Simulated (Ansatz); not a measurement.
The relaxed structure here is a generated cell of Ru: the first start was made by a random draw of sites in a space group, and the end was not matched to a known phase here, so it may be hypothetical. Known forms of Ru include space group No. 194.

A relaxed cell of Ru (P4₁2₁2 (No. 92)), relaxed on a k-mesh at least as fine as the one used below. The numbers are results of PBE (plane waves to 420 eV, PAW, scalar-relativistic; Ansatz, a first-principles code), not measurements. Γ-centred k-mesh 7×7×6 on the run's cell (coarser than for final values), Fermi–Dirac smearing 0.05 eV.

```xyz
8
Lattice="4.7255 0.0000 0.0000 0.0000 4.7255 0.0000 0.0000 0.0000 5.3259" Properties=species:S:1:pos:R:3 pbc="T T T"
Ru     3.9048     3.9048     1.3315
Ru     3.9048     3.9048     3.9944
Ru     0.8207     0.8207     0.0000
Ru     0.8207     0.8207     2.6629
Ru     3.1834     1.5420     1.9972
Ru     3.1834     1.5420     4.6602
Ru     1.5420     3.1834     0.6657
Ru     1.5420     3.1834     3.3287
```

The atoms are displaced by (Å):

```tsv
atom	ux	uy	uz
Ru1	-0.050	-0.067	0.090
Ru2	0.082	-0.057	-0.145
Ru3	-0.021	0.014	-0.079
Ru4	0.096	-0.004	0.024
Ru5	-0.143	0.158	-0.103
Ru6	-0.080	0.030	-0.033
Ru7	0.003	0.004	0.014
Ru8	0.041	-0.090	-0.003
```

Problem. What forces (eV/Å) and pressure result?

Solution. 
| atom | Fx | Fy | Fz |
|---|---|---|---|
| Ru1 | 1.19 | 2.43 | -0.94 |
| Ru2 | -0.24 | 0.55 | 1.48 |
| Ru3 | -0.80 | -0.30 | 0.51 |
| Ru4 | -1.29 | -0.97 | -0.71 |
| Ru5 | 2.60 | -3.51 | 0.20 |
| Ru6 | 1.06 | -1.02 | -0.18 |
| Ru7 | -1.89 | 1.42 | -1.02 |
| Ru8 | -0.62 | 1.40 | 0.67 |

Pressure +6.7 GPa.

Problem. Estimate the energy cost of the displacement in the harmonic approximation and compare with the calculation.

Solution. For a harmonic well ΔE = −½ Σ F·u = 0.981 eV a cell, or 123 meV/atom. The calculated energy relative to the undisplaced cell is +0.11 eV/atom, so the harmonic estimate holds well.

The undisplaced cell is probably no minimum: from this displacement the run went on to P6₃/mmc (No. 194), 0.63 eV/atom below it.

No spin polarisation in the result.
